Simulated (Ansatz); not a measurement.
A relaxed cell of BeCo (Pm-3m (No. 221)), relaxed on a k-mesh at least as fine as the one used below. Calculation: PBEsol (plane waves to 420 eV, PAW, scalar-relativistic; Ansatz, a program for electronic structure). Γ-centred k-mesh 7×13×13 on the run's cell (coarser than for final values), Fermi–Dirac smearing 0.05 eV.

```yaml
crystal:
  lattice:
    - [5.13172, 0.00000, 0.00000]
    - [0.00000, 2.56586, 0.00000]
    - [0.00000, 0.00000, 2.56586]
  atoms:
    - { symbol: Be, position: [0.00000, 0.00000, 0.00000] }
    - { symbol: Be, position: [0.50000, 0.00000, 0.00000] }
    - { symbol: Co, position: [0.25000, 0.50000, 0.50000] }
    - { symbol: Co, position: [0.75000, 0.50000, 0.50000] }
```
Spin-polarised start, with parallel moments on Co.

Every atom was then displaced, and the forces became (eV/Å):

```json
[
 {"atom": "Be1", "Fx": "1.64", "Fy": "2.06", "Fz": "0.93"},
 {"atom": "Be2", "Fx": "-0.52", "Fy": "2.13", "Fz": "-0.45"},
 {"atom": "Co3", "Fx": "-1.48", "Fy": "-0.66", "Fz": "-0.32"},
 {"atom": "Co4", "Fx": "0.36", "Fy": "-3.53", "Fz": "-0.16"}
]
```

Question: Which atom was moved farthest relative to the others, and in which direction?

Answer: Co4, by (-0.03, 0.27, 0.00) Å (0.27 Å, mean shift removed); the next is Be1 with 0.17 Å. Its force makes an angle of 176° with its move.

All displacements (Å):

```csv
atom,ux,uy,uz
Be1,-0.072,-0.103,-0.074
Be2,-0.003,-0.089,0.060
Co3,0.095,0.003,0.050
Co4,-0.037,0.296,0.007
```

Question: Estimate the energy cost of the displacement in the harmonic approximation and compare with the calculation.

Answer: For a harmonic well ΔE = −½ Σ F·u = 0.915 eV a cell, or 229 meV/atom. The calculated energy relative to the undisplaced cell is +0.23 eV/atom, so the harmonic estimate holds well.

Spin state reached: ferromagnetic (net 0.18 μB/atom), from parallel starting moments; other spin orders were not run from this start.

The run that gave the undisplaced cell could not lose the symmetry of its start; a randomly shaken copy of 4 atoms returns to this structure.
